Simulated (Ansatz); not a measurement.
P (black phosphorus, Cmce) at seven volumes, r²SCAN+D4 in the plane-wave PAW code Ansatz, shape and atoms relaxed at each. One row is withheld.

```csv
V (Å³/atom),P (GPa)
17.933,3.01
18.524,1.79
19.115,0.79
19.706,-0.01
20.297,-0.65
20.888,-1.13
21.480,?
```

Question: Fit the shown pressures and predict the withheld one.

Answer: P = (3/2)B₀(x^(7/2) − x^(5/2))[1 + (3/4)(B′ − 4)(x − 1)] with x = (V₀/V)^(2/3). Least squares on the six rows gives V₀ = 19.701 Å³/atom, B₀ = 23.6 GPa, B′ = 6.57. At V = 21.480, x = 0.9440 and P = -1.53 GPa. The run itself gave -1.47 GPa.

The cell was relaxed with r²SCAN+D4 under the symmetry of its start; of distortions, only those at the zone centre were tested.

Potentials: the later of the program's two PAW sets.
